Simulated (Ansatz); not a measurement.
Te2Mo in space group P4_2/mnm (No. 136; Mo on 2a, Te on 4f) at seven volumes, DFT-PBE in the program Ansatz with PAW potentials, shape and atoms relaxed at each. One row is withheld.

| V (Å³/atom) | P (GPa) |
|---|---|
| 24.413 | 9.12 |
| 25.218 | 5.58 |
| 26.023 | 2.49 |
| 26.828 | 0.00 |
| 27.633 | ? |
| 28.438 | -3.76 |
| 29.242 | -5.24 |

Question: Fit the shown pressures and predict the withheld one.

Answer: Third-order Birch–Murnaghan: P = (3/2)B₀(x^(7/2) − x^(5/2))[1 + (3/4)(B′ − 4)(x − 1)] with x = (V₀/V)^(2/3). Least squares on the six rows gives V₀ = 26.835 Å³/atom, B₀ = 75.79 GPa, B′ = 5.12. At V = 27.633, x = 0.9807 and P = -2.06 GPa. The run itself gave -2.04 GPa.

The cell is a constructed one: a structure type filled with these elements; neither database checked (COD, Materials Project) lists it. It is not the phase usual at ambient conditions (space group No. 194). The PBE relaxation kept the symmetry of its start; its stability against distortions is not shown here. No spin polarisation was allowed. Spin–orbit coupling is left out wherever it is not named.

Potentials: the later of the program's two PAW sets.
